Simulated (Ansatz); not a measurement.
A relaxed structure of VN. Space group P6₃/mmc (No. 194), NiAs type. Method: PBEsol (plane waves to 420 eV, PAW, scalar-relativistic; Ansatz, a first-principles code).

```cif
data_N2V2
_chemical_formula_sum 'N2 V2'
_space_group_name_H-M_alt 'P63/mmc'
_space_group_IT_number 194
_space_group_name_Hall '-P 6c 2c'
_cell_length_a 2.74138
_cell_length_b 2.74138
_cell_length_c 5.09800
_cell_angle_alpha 90.000
_cell_angle_beta 90.000
_cell_angle_gamma 120.000
loop_
_atom_site_label
_atom_site_type_symbol
_atom_site_symmetry_multiplicity
_atom_site_Wyckoff_symbol
_atom_site_fract_x
_atom_site_fract_y
_atom_site_fract_z
_atom_site_occupancy
N1 N 2 a 0.00000 0.00000 0.00000 1
V1 V 2 c 0.33333 0.66667 0.25000 1
```

Problem. Estimate the magnetic moment that PBEsol returns for this input.

Solution. Zero (the starting moments vanished).

No spin polarisation in the result: the starting moments vanished.

The run could not lose the symmetry of its start.

All atoms sit on sites fixed by symmetry, so only the cell could relax.

The first start was generated by placing the elements on the sites of a structure type. Materials Project lists a structure of VN in the same space group, P6₃/mmc (No. 194); the sites were not compared with it, nor with measured phases. Known forms of VN include space group No. 225.
